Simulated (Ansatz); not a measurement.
InP:
```yaml
crystal:
  lattice:
    - [4.13899, 0.00000, 0.00000]
    - [-2.06950, 3.58447, 0.00000]
    - [0.00000, 0.00000, 9.35163]
  atoms:
    - { symbol: In, position: [0.50055, 0.00000, 0.66667] }
    - { symbol: In, position: [0.00000, 0.50055, 0.33333] }
    - { symbol: In, position: [0.49945, 0.49945, 0.00000] }
    - { symbol: P, position: [0.50029, 0.00000, 0.16667] }
    - { symbol: P, position: [0.00000, 0.50029, 0.83333] }
    - { symbol: P, position: [0.49971, 0.49971, 0.50000] }
```

Relaxed with r²SCAN.

### Question
Give the Bader charges and basin volumes of the independent atoms, plane-wave PAW r²SCAN (Ansatz code).

### Answer


| atom | Bader charge (e) | Bader volume (Å³) |
|---|---|---|
| In1 | +0.96 | 19.8 |
| P4 | -0.96 | 26.4 |

Space group P6_222. The start of the workflow was typed in or built on a structure type; neither database checked (COD, Materials Project) lists it. It is not the phase usual at ambient conditions (space group No. 216). The r²SCAN relaxation kept the symmetry of its start; whether a distortion lowers the energy is not shown.

Potentials: the earlier of the program's two PAW sets. The files were generated under PBE; for other functionals the program regenerates the frozen cores, and for LDA and PBEsol the local potential too.
